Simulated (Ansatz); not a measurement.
According to plane-wave PAW LDA (Ansatz code), Ge2BN in the trigonal phase (R3m; B on 3a, N on 3a, Ge on 3a, Ge on 3a) relaxes to a = 3.306 Å, c = 16.313 Å. Against the elements it lies at 0.15 eV/atom, with no fitted shifts.

Electronic character: metallic (no gap).

An equation-of-state fit gives a bulk modulus of 120 GPa.

The start of the workflow was typed in or built on a structure type; neither database checked (COD, Materials Project) lists it. Its standing as an ambient phase is unchecked. The LDA relaxation kept the symmetry of its start; whether a distortion lowers the energy is not shown. Its formation energy is positive at this level, so the cell may be metastable or incomplete. The references are the lowest solids computed at this level, not always the standard phases (solids in place of the gases). Scalar-relativistic: spin–orbit coupling is off unless named, which matters more the heavier the elements.

Potentials: the earlier of the program's two PAW sets. The files were generated under PBE; for other functionals the program regenerates the frozen cores, and for LDA and PBEsol the local potential too.
